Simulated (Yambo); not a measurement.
Yambo run on SrHI (space group P4/nmm, No. 129). The wavefunctions come from this Quantum ESPRESSO step (PBEsol, PseudoDojo standard norm-conserving files, fully relativistic):

```
&CONTROL
  calculation = 'nscf'
  pseudo_dir = './pseudo'
  outdir = './out'
/
&SYSTEM
  ibrav = 0
  nat = 6
  ntyp = 3
  ecutwfc = 72.0
  ecutrho = 288.0
  occupations = 'fixed'
  force_symmorphic = .true.
  nbnd = 462
  noncolin = .true.
  lspinorb = .true.
/
&ELECTRONS
  conv_thr = 6.000000000000001e-09
  diago_full_acc = .true.
  diago_thr_init = 1e-08
/
ATOMIC_SPECIES
H 1.0080 H.upf
Sr 87.6200 Sr.upf
I 126.9045 I.upf
CELL_PARAMETERS angstrom
  4.291185120000   0.000000000000   0.000000000000
  0.000000000000   4.291185120000   0.000000000000
  0.000000000000   0.000000000000   8.190402656000
ATOMIC_POSITIONS crystal
H   0.500000000000   0.500000000000   0.000000000000
H   0.000000000000   0.000000000000   0.000000000000
Sr   0.000000000000   0.500000000000   0.156023356900
Sr   0.500000000000   0.000000000000   0.843976643100
I   0.000000000000   0.500000000000   0.664768140300
I   0.500000000000   0.000000000000   0.335231859700
K_POINTS automatic
2 2 1 0 0 0
```

Yambo input:

```
rim_cut
gw0
dyson
el_el_corr
HF_and_locXC
ppa
em1d
RandQpts= 1000000
RandGvec= 1 Ry
EXXRLvcs= 72 Ry
VXCRLvcs= 288 Ry
Chimod= "HARTREE"
% BndsRnXp
 1 | 460 |
%
NGsBlkXp= 7 Ry
% LongDrXp
 1.0 | 1.0 | 1.0 |
%
PPAPntXp= 27.2114 eV
% GbndRnge
 1 | 460 |
%
GTermKind= "BG"
DysSolver= "n"
ExtendOut
% QPkrange
 1 | 1 | 34 | 38 |
 2 | 2 | 36 | 37 |
 3 | 3 | 36 | 37 |
%
```

k points by index: 1 = Γ, 2 = X, 3 = M.

Table of the .qp output:

```
#    K-point    Band    Eo [eV]    E [eV]    E-Eo [eV]    Vxc [eV]    Vnlxc [eV]    Sc|Eo [eV]    Sc|E [eV]    dSc/dw|Eo [eV]    Re(Z)    Im(Z)
#
    1    34    -0.525146    -1.507221    -0.982075    -11.10786    -13.87123    1.544096    1.781297    -6.571536    0.805475    -0.001544
    1    35    -0.106270    -1.129315    -1.023046    -11.36201    -14.18729    1.557576    1.802234    -6.506732    0.807023    -0.001497
    1    36    -0.106270    -1.129316    -1.023046    -11.36201    -14.18729    1.557576    1.802234    -6.506732    0.807023    -0.001497
    1    37    3.697443    4.371260    0.673817    -9.268758    -4.548118    -3.905101    -4.046823    -5.722166    0.826249    -0.001269
    1    38    3.697443    4.371260    0.673817    -9.268758    -4.548118    -3.905101    -4.046823    -5.722166    0.826249    -0.001269
    2    36    0.000000    -0.989871    -0.989871    -11.23879    -14.06986    1.595060    1.841191    -6.765251    0.800882    -0.001546
    2    37    4.138362    4.828077    0.689715    -9.122471    -4.276756    -4.008907    -4.156000    -5.802119    0.824248    -0.001295
    3    36    -1.059616    -2.150478    -1.090862    -10.80072    -14.28907    2.098481    2.397485    -7.457388    0.784891    -0.001924
    3    37    3.361063    3.882750    0.521686    -8.491083    -4.036722    -3.823858    -3.932674    -5.674495    0.827447    -0.001289
```
(The two width columns are left out.) Convergence of these settings isn't established.

Geometry relaxed with PBE+D3(BJ).
